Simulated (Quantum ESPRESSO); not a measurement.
# An isovalent swap in KI: field gradients

Host, cell and atoms relaxed with PBE and no dispersion term (field gradients by a PBE PAW density (pw.x of a modified build of Quantum ESPRESSO, JTH datasets) with the all-electron reconstruction of Petrilli and co-workers, 20 Ha, k-mesh 3×3×3 through Γ):

| site | site symmetry | Vzz (a.u.) | η_Q | ∣C_Q∣ (MHz) |
|---|---|---|---|---|
| K (atoms 1, 3, 5, 7) | m-3m | 0 | – | 0 (³⁹K) |
| I (atoms 2, 4, 6, 8) | m-3m | 0 | – | 0 (¹²⁷I) |

Its cell: a = b = c = 7.187 Å, α = β = γ = 90.00°.

Changed cell (atom 2 is the new one; 20 Ha, k-mesh 3×3×3 through Γ):

```
CELL_PARAMETERS angstrom
      7.08487     0.00000     0.00000
      0.00000     7.08487     0.00000
      0.00000     0.00000     7.08487
ATOMIC_POSITIONS crystal
  K  0.00000 0.00000 0.00000
  Br 0.50000 0.00000 0.00000
  K  0.00000 0.50000 0.50000
  I  0.50000 0.50000 0.50000
  K  0.50000 0.00000 0.50000
  I  0.00000 0.00000 0.50000
  K  0.50000 0.50000 0.00000
  I  0.00000 0.50000 0.00000
```
The cell was made here from a computed Materials Project entry: one of 4 I replaced by Br, cell and atoms relaxed (PBE without dispersion, pw.x of Quantum ESPRESSO, symmetry kept). The parent is KI in Fm-3m. The swapped cell is a model, not a known phase. Stability against distortions was not tested.

Quadrupole moments taken as inputs (sizes, barn, from the tables of PySCF and pymatgen): ³⁹K 0.0585, ¹²⁷I 0.696, ⁷⁹Br 0.313.

Convention: |Vzz| is the largest principal value, η_Q = (Vxx − Vyy)/Vzz, |C_Q| = |eQVzz/h|. Cores are frozen. Against all-electron runs on small test molecules, this scheme's |Vzz| missed by +10 % on K. Static lattice: thermal averaging is not included.

### Question
What do the sites of the changed cell show?

### Answer
```tsv
site	distance to atom 2 (Å)	Vzz (a.u.)	η_Q	∣C_Q∣ (MHz)
K1 (atoms 1, 5, 7)	3.54	0.026	0.00	0.36
Br (atom 2)	–	0	–	0
K2 (atom 3)	6.14	0	–	0
I (atoms 4, 6, 8)	5.01	under 0.02	–	under 3.3
```
The swap repeats in every cell, so this is an ordered compound and not a dilute impurity.
